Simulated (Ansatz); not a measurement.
A scan (energy against volume; even scaling of the relaxed cell, symmetry kept) gave these values. Computed with PBE (plane waves to 420 eV, PAW, scalar-relativistic; Ansatz, a first-principles code).

| Property | Result |
|---|---|
| Bulk modulus B₀ (third-order Birch-Murnaghan fit) | 13.5 GPa |
| Pressure derivative B₀′ (fit) | 4.8 |
| Equilibrium volume of the fit | 37.69 Å³/atom |

Question: Of these crystals, all scanned alike, which one is it?
A. KBr (rock salt)
B. BP (zinc blende)
C. Ce (fcc, Cu type)
D. NbN (rock salt)

Answer: A, KBr (rock salt). The others have, for the bulk modulus: Ce 38.1 GPa, NbN 306 GPa, BP 162 GPa

All were relaxed with their symmetry unable to fall. Ce is run without spin polarisation. NbN is run without spin polarisation. The relaxed volume of Ce is well below the measured one. This is a high-temperature form of NbN. The filling of the f shell was not checked against other fillings, so treat energies with care. (This holds for the magnetic or f-shell members.)

(A scan under strain: stresses follow from slopes of the energy per volume, elastic moduli from its curvatures.)
